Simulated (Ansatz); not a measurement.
# Band table of Bi (sc type)

```
CELL_PARAMETERS angstrom
2.71901 0.00000 0.00000
0.00000 2.71901 0.00000
0.00000 0.00000 2.71901
ATOMIC_POSITIONS crystal
Bi 0.00000 0.00000 0.00000
```

The cell comes from a relaxation on PAW files under the same functional, begun from a prototype that needn't be the stable phase.

Computed with Ansatz 0.2.0; functional PBEsol, scalar-relativistic. Settings: a Γ-centred 12×12×12 k mesh, Fermi–Dirac smearing of 0.05 eV, no spin polarisation. Methods: LAPW: all electrons, basis error target 1 meV/atom.

This run: volume at 0.6 of the series' base cell.

Spin–orbit coupling is left out, which matters for the heavy atoms. The structure type is held throughout; the real material can change phase at far lower pressure.

Path points, in fractions of the reciprocal vectors: Γ (0.000, 0.000, 0.000), X (0.000, 0.500, 0.000), M (0.500, 0.500, 0.000), R (0.500, 0.500, 0.500). The distance column jumps between branches of the path. Levels in eV from the Fermi level; bands 12 to 21, counted from the lowest band of the run. The gap is zero, the pressure 88.6 GPa.

```
# k(1/Å) point b12 b13 b14 b15 b16 b17 b18 b19 b20 b21
0.000 Γ -25.30 -25.30 -23.71 -23.71 -23.71 -18.63 3.82 3.82 3.82 9.07
0.144 - -25.30 -25.26 -23.73 -23.73 -23.71 -18.54 2.81 3.93 3.93 9.28
0.289 - -25.29 -25.14 -23.78 -23.78 -23.71 -18.28 0.81 4.26 4.26 9.37
0.433 - -25.27 -24.97 -23.85 -23.85 -23.70 -17.82 -1.38 4.79 4.79 9.46
0.578 - -25.25 -24.77 -23.94 -23.94 -23.70 -17.17 -3.55 5.47 5.47 9.39
0.722 - -25.24 -24.58 -24.02 -24.02 -23.69 -16.34 -5.61 6.25 6.25 9.28
0.867 - -25.22 -24.42 -24.09 -24.09 -23.68 -15.37 -7.49 7.03 7.03 9.18
1.011 - -25.21 -24.32 -24.14 -24.14 -23.68 -14.40 -9.00 7.66 7.66 9.12
1.155 X -25.21 -24.28 -24.15 -24.15 -23.68 -13.91 -9.68 7.91 7.91 9.09
1.300 - -25.18 -24.25 -24.18 -24.15 -23.69 -13.84 -9.58 6.98 8.05 8.76
1.444 - -25.09 -24.26 -24.18 -24.14 -23.74 -13.61 -9.30 5.00 7.56 8.47
1.589 - -24.99 -24.37 -24.14 -24.04 -23.81 -13.23 -8.85 2.73 6.07 9.14
1.733 - -24.90 -24.49 -24.12 -23.89 -23.85 -12.66 -8.28 0.45 4.56 10.03
1.878 - -24.82 -24.61 -24.11 -23.97 -23.63 -11.91 -7.63 -1.75 3.16 10.98
2.022 - -24.77 -24.72 -24.10 -24.04 -23.43 -10.97 -6.98 -3.76 1.98 11.48
2.166 - -24.78 -24.75 -24.10 -24.08 -23.30 -9.96 -6.47 -5.45 1.15 11.86
2.311 M -24.81 -24.74 -24.10 -24.10 -23.25 -9.36 -6.27 -6.27 0.84 12.01
2.515 - -24.76 -24.75 -24.08 -24.08 -23.34 -10.48 -6.00 -5.39 1.47 11.73
2.719 - -24.81 -24.63 -24.05 -24.04 -23.61 -12.37 -5.22 -4.13 3.30 10.90
2.924 - -24.89 -24.44 -23.99 -23.98 -23.98 -14.20 -4.00 -3.00 6.00 8.97
3.128 - -24.99 -24.38 -24.22 -23.92 -23.91 -15.77 -2.44 -1.83 7.23 9.03
3.332 - -25.10 -24.75 -24.02 -23.85 -23.83 -17.02 -0.66 -0.46 5.79 9.63
3.536 - -25.20 -25.05 -23.85 -23.78 -23.77 -17.92 1.15 1.24 4.71 9.52
3.741 - -25.27 -25.24 -23.75 -23.73 -23.73 -18.46 2.86 2.97 4.05 9.45
3.945 Γ -25.30 -25.30 -23.71 -23.71 -23.71 -18.63 3.82 3.82 3.82 9.07
4.195 - -25.23 -25.23 -23.75 -23.75 -23.75 -18.37 2.90 3.08 3.08 10.51
4.445 - -25.04 -25.04 -23.86 -23.84 -23.84 -17.57 1.47 1.63 1.63 12.36
4.695 - -24.73 -24.73 -24.02 -23.99 -23.99 -16.24 0.21 0.21 0.39 12.60
4.945 - -24.36 -24.36 -24.22 -24.16 -24.16 -14.40 -0.97 -0.97 -0.23 10.29
5.196 - -24.41 -24.37 -24.37 -23.93 -23.93 -12.10 -1.85 -1.85 -0.44 7.12
5.446 - -24.57 -24.54 -24.54 -23.57 -23.57 -9.43 -2.43 -2.43 -0.49 4.50
5.696 - -24.66 -24.66 -24.66 -23.31 -23.31 -6.56 -2.76 -2.76 -1.25 3.33
5.946 R -24.70 -24.70 -24.70 -23.22 -23.22 -4.32 -2.87 -2.87 -2.87 3.79
6.150 - -24.68 -24.68 -24.65 -23.31 -23.25 -5.97 -3.25 -2.57 -1.38 3.27
6.355 - -24.64 -24.62 -24.53 -23.56 -23.35 -8.04 -4.26 -1.70 0.21 3.19
6.559 - -24.57 -24.53 -24.36 -23.92 -23.50 -9.88 -5.57 -0.35 1.44 3.77
6.763 - -24.47 -24.43 -24.31 -24.16 -23.69 -11.38 -6.88 1.39 2.60 4.83
6.967 - -24.67 -24.36 -24.32 -23.98 -23.88 -12.52 -8.03 3.37 3.92 6.20
7.172 - -24.96 -24.26 -24.23 -24.10 -23.81 -13.31 -8.92 5.41 5.47 7.73
7.376 - -25.14 -24.23 -24.18 -24.17 -23.71 -13.77 -9.48 7.06 7.14 8.72
7.580 X -25.21 -24.28 -24.15 -24.15 -23.68 -13.91 -9.68 7.91 7.91 9.09
9.214 R -24.70 -24.70 -24.70 -23.22 -23.22 -4.32 -2.87 -2.87 -2.87 3.79
9.359 - -24.70 -24.68 -24.68 -23.28 -23.22 -5.27 -3.06 -3.06 -1.65 3.37
9.503 - -24.71 -24.61 -24.61 -23.45 -23.22 -6.44 -3.55 -3.55 0.33 2.72
9.647 - -24.73 -24.52 -24.52 -23.71 -23.23 -7.41 -4.19 -4.19 2.14 2.59
9.792 - -24.75 -24.41 -24.41 -24.00 -23.23 -8.16 -4.84 -4.84 1.67 5.06
9.936 - -24.77 -24.29 -24.29 -24.29 -23.24 -8.71 -5.43 -5.43 1.30 7.66
10.081 - -24.79 -24.53 -24.19 -24.19 -23.24 -9.08 -5.88 -5.88 1.05 10.25
10.225 - -24.80 -24.68 -24.12 -24.12 -23.25 -9.29 -6.17 -6.17 0.89 11.67
10.370 M -24.81 -24.74 -24.10 -24.10 -23.25 -9.36 -6.27 -6.27 0.84 12.01
```
